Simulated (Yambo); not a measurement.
G0W0@PBEsol for Rb2PtF6 (space group P-3m1, No. 164) in Yambo. Reference settings: 3×3×2 Γ-centred k mesh, bands 5 to 222 and a 7 Ry block in the screening, 222 bands in G with the Bruneval-Gonze terminator, plasmon pole fitted at 27.2 eV. The PBEsol gap H → (0, 0.333, -0.5) on this mesh is 2.61 eV; G0W0 gaps are taken between the same points.

The settings were changed. The gap went from 6.47 eV to 6.39 eV, and the shift of the valence edge from -1.67 eV to -1.60 eV.

Q: What was changed between the two runs?
A. 3 Ry block
B. pole fitted at 15 eV
C. 93 bands in G, no terminator
D. 148 bands in G, no terminator

A: B, pole fitted at 15 eV. The others gave (gap, valence shift): 3 Ry block: 6.71, -1.93 eV; 148 bands in G, no terminator: 6.55, -1.27 eV; 93 bands in G, no terminator: 6.65, -1.01 eV.

Spin-orbit coupling is not included.

Geometry of the Materials Project entry, not relaxed at this level; primitive cell a = 5.9250 Å, b = 5.9250 Å, c = 4.7658 Å, α = 90.00°, β = 90.00°, γ = 120.00°.

The structure is a Materials Project entry; no match was found in the copy of COD used, and its stability was not checked.

A shift is the quasiparticle energy of the state minus its PBEsol energy.
